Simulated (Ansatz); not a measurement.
Question: Each is relaxed and computed with the program Ansatz at the r²SCAN level (PAW). Which is the only metal?
A. Cs2NiO2, I4/mmm (Cs on 4e, Ni on 2a, O on 4e)
B. SiNi, Pnma (Ni on 4c, Si on 4c)
C. SiO2, Cmce (Si on 4a, O on 8f)
D. SiC, P6_222 (Si on 3d, C on 3c)

Answer: B, SiNi, Pnma (Ni on 4c, Si on 4c). SiNi: metal; SiO2: gap 7.32 eV (indirect); SiC: gap 1.18 eV (indirect); Cs2NiO2: gap 1.97 eV (indirect). Spin orders computed, not proven ground states: Cs2NiO2, I4/mmm (Cs on 4e, Ni on 2a, O on 4e) ferromagnetic. Built on a structure type that need not be the filed one of that space group: SiO2, Cmce (Si on 4a, O on 8f). Typed or built starts, not in the databases checked: SiC, P6_222 (Si on 3d, C on 3c). Not the usual ambient phase: SiO2, Cmce (Si on 4a, O on 8f); SiC, P6_222 (Si on 3d, C on 3c). Standing as an ambient phase not checked: Cs2NiO2, I4/mmm (Cs on 4e, Ni on 2a, O on 4e). Began spin-polarised and lost the moments: SiNi, Pnma (Ni on 4c, Si on 4c). Unstable at this level: SiO2, Cmce (Si on 4a, O on 8f). All cells were relaxed under the symmetry of their starts (and spin orders); stability against distortions was not tested throughout. No Hubbard U is applied. Scalar-relativistic: spin–orbit coupling is off unless named, which matters more the heavier the elements.

Potentials: the later of the program's two PAW sets.
